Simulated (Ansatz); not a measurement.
TiAl (L1₀ or tetragonal B2, P4/mmm), a = 2.810 Å, b = 2.810 Å, c = 4.066 Å, α = 90.00°, β = 90.00°, γ = 90.00°.

This is the r²SCAN-relaxed structure.

### Question
All from plane-wave PAW r²SCAN (Ansatz code), unless another level is named. Estimate the Young's modulus.

### Answer
191 GPa.

### Question
And the highest zone-centre frequency?

### Answer
313 cm^-1.

Symmetry was held in the r²SCAN relaxation; of distortions, only those at the zone centre were tested. The run is not spin-polarised. As this level gives no gap, phonon frequencies hold no LO–TO term and depend on the k-mesh and smearing (Fermi–Dirac, 0.1 eV here). Axis ratios of metals converge slowly with the k-mesh, so a and c are less sure than the volume.

Potentials: the later of the program's two PAW sets.
